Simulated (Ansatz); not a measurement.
Start of a relaxation of Au2S3:

```cif
data_structure
_symmetry_space_group_name_H-M 'P 1'
_symmetry_Int_Tables_number 1
_cell_length_a 3.4995
_cell_length_b 3.4995
_cell_length_c 8.5799
_cell_angle_alpha 90.000
_cell_angle_beta 90.000
_cell_angle_gamma 120.000
_cell_volume 91.00
loop_
_atom_site_label
_atom_site_type_symbol
_atom_site_fract_x
_atom_site_fract_y
_atom_site_fract_z
_atom_site_occupancy
S1 S 0.00000 0.00000 0.00000 1
S2 S 0.33333 0.66667 0.33600 1
S3 S 0.66667 0.33333 0.66400 1
Au1 Au 0.66667 0.33333 0.16800 1
Au2 Au 0.33333 0.66667 0.83200 1
```

Level of theory: Ansatz, DFT PBE+D3(BJ), scalar-relativistic, plane waves, PAW. Cutoff 420 eV, Gaussian smearing, Γ-centred meshes. Cell and atoms relax first on a coarse mesh and then on a finer one. In between, the cell is made exact in the group found at 0.06 Å. In metals the finer mesh still leaves noise of several meV/atom or more. The steps can't lower the symmetry of their start. No spin polarisation in the relaxation; trial moments died out in a coarse test.

A guess keeps its type if space group and coordination stay and the shape of the cell changes little (axis ratios within about 15 %, angles within 6°); the volume may change.

Q: Does it keep its structure type, or change into something else?

A: It keeps its type. The symmetry stays P-3m1 (No. 164). The volume per atom grows by 2.9 %, from 18.2 to 18.7 Å³. The shortest distance goes from 2.48 Å (Au–S) to 2.45 Å (Au–S). The ratio c/a of the conventional cell changes by a factor of 0.89. Counting neighbours within 15 % of an atom's shortest distance, the start has Au 6, S 3/6 and the end Au 6, S 3/6.

The zero of energy is the elements' standard structures at the same level; no fitted shifts are applied.

Q: At what energy does it end?

A: +0.20 eV/atom. It can't be a ground state, since the elements alone are lower.

The last run used a 12×12×6 mesh (in the run's order of axes) for its 5-atom cell and Gaussian smearing of 0.10 eV. These runs have no spin–orbit coupling, which can matter for Au. Symmetry constrained the relaxation, so the result can be a saddle point.

In counts of neighbours, a slash parts the counts of unlike sites.
